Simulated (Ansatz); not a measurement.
CaF2:
```yaml
crystal:
  lattice:
    - [3.63939, 0.00000, 0.00000]
    - [-1.81969, 3.15180, 0.00000]
    - [0.00000, 0.00000, 7.22940]
  atoms:
    - { symbol: Ca, position: [0.33333, 0.66667, 0.25000] }
    - { symbol: Ca, position: [0.66667, 0.33333, 0.75000] }
    - { symbol: F, position: [0.33333, 0.66667, 0.59212] }
    - { symbol: F, position: [0.66667, 0.33333, 0.09212] }
    - { symbol: F, position: [0.66667, 0.33333, 0.40788] }
    - { symbol: F, position: [0.33333, 0.66667, 0.90788] }
```

Relaxed with r²SCAN.

Task: Give the Bader charges and basin volumes of the independent atoms, r²SCAN (plane waves, PAW; program Ansatz).

Result: 

| atom | Bader charge (e) | Bader volume (Å³) |
|---|---|---|
| Ca1 | +1.68 | 12.8 |
| F3 | -0.84 | 14.3 |

Space group P6_3/mmc. The start of the workflow was typed in or built on a structure type; neither database checked (COD, Materials Project) lists it. It is not the phase usual at ambient conditions (space group No. 225). The cell was relaxed with r²SCAN under the symmetry of its start; its stability against distortions is not shown here.

Potentials: the earlier of the program's two PAW sets.
